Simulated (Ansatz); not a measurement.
This guess for MgCd3O4 is about to be relaxed.

```cif
data_structure
_symmetry_space_group_name_H-M 'Pmmm'
_symmetry_Int_Tables_number 47
_cell_length_a 3.5379
_cell_length_b 5.0033
_cell_length_c 7.0757
_cell_angle_alpha 90.000
_cell_angle_beta 90.000
_cell_angle_gamma 90.000
_cell_volume 125.25
loop_
_atom_site_label
_atom_site_type_symbol
_atom_site_symmetry_multiplicity
_atom_site_Wyckoff_symbol
_atom_site_fract_x
_atom_site_fract_y
_atom_site_fract_z
_atom_site_occupancy
Mg1 Mg 1 a 0.00000 0.00000 0.00000 1
Cd1 Cd 2 t 0.50000 0.50000 0.25000 1
Cd2 Cd 1 c 0.00000 0.00000 0.50000 1
O1 O 1 e 0.00000 0.50000 0.00000 1
O2 O 2 s 0.50000 0.00000 0.25000 1
O3 O 1 g 0.00000 0.50000 0.50000 1
```

All numbers below come from DFT PBE, scalar-relativistic, plane waves, PAW in Ansatz. Cutoff 420 eV, Gaussian smearing, Γ-centred meshes. Cell and atoms relax first on a coarse mesh and then on a finer one. In between, the cell is made exact in the group found at 0.06 Å. In metals the finer mesh still leaves noise of several meV/atom or more. The steps can't lower the symmetry of their start. No spin polarisation in the relaxation; trial moments died out in a coarse test.

A guess keeps its type if space group and coordination stay and the shape of the cell changes little (axis ratios within about 15 %, angles within 6°); the volume may change.

Question: Does it keep its structure type, or change into something else?

Answer: It keeps its type. The symmetry stays Pmmm (No. 47). The volume per atom shrinks by 18.9 %, from 15.7 to 12.7 Å³. The shortest distance goes from 2.50 Å (Cd–O and Mg–O) to 2.21 Å (Mg–O). Counting neighbours within 15 % of an atom's shortest distance, the start has Cd 6, Mg 6, O 6 and the end Cd 6, Mg 6, O 6.

The last run used a 12×8×6 mesh (in the run's order of axes) for its 8-atom cell and Gaussian smearing of 0.10 eV. A structure relaxed within its symmetry needn't be a true minimum.
